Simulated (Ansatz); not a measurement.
A relaxed cell of Pt (Fm-3m (No. 225)), relaxed on a k-mesh at least as fine as the one used below. Computed with PBEsol (plane waves to 420 eV, PAW, scalar-relativistic; Ansatz, a first-principles code). Γ-centred k-mesh 14×14×7 on the run's cell (coarser than for final values), Fermi–Dirac smearing 0.05 eV.

```xyz
2
Lattice="0.0000 1.9591 1.9591 1.9591 0.0000 1.9591 3.9183 3.9183 0.0000" Properties=species:S:1:pos:R:3 pbc="T T T"
Pt     0.0000     0.0000     0.0000
Pt     1.9591     1.9591     0.0000
```

The atoms are displaced by (Å):

```json
[
 {"atom": "Pt1", "ux": "0.057", "uy": "0.007", "uz": "-0.102"},
 {"atom": "Pt2", "ux": "-0.039", "uy": "0.014", "uz": "-0.020"}
]
```

Question: What forces (eV/Å) and pressure result?

Answer: 
```
atom     Fx     Fy     Fz
----  -----  -----  -----
Pt1   -0.96  -0.59   0.92
Pt2    0.96   0.59  -0.92
```

Pressure +1.8 GPa.

Question: Estimate the energy cost of the displacement in the harmonic approximation and compare with the calculation.

Answer: For a harmonic well ΔE = −½ Σ F·u = 0.082 eV a cell, or 41 meV/atom. The calculated energy relative to the undisplaced cell is +0.04 eV/atom, so the harmonic estimate holds well.

No spin polarisation in the result.

The run that gave the undisplaced cell could not lose the symmetry of its start; a randomly shaken copy of 2 atoms returns to this structure.
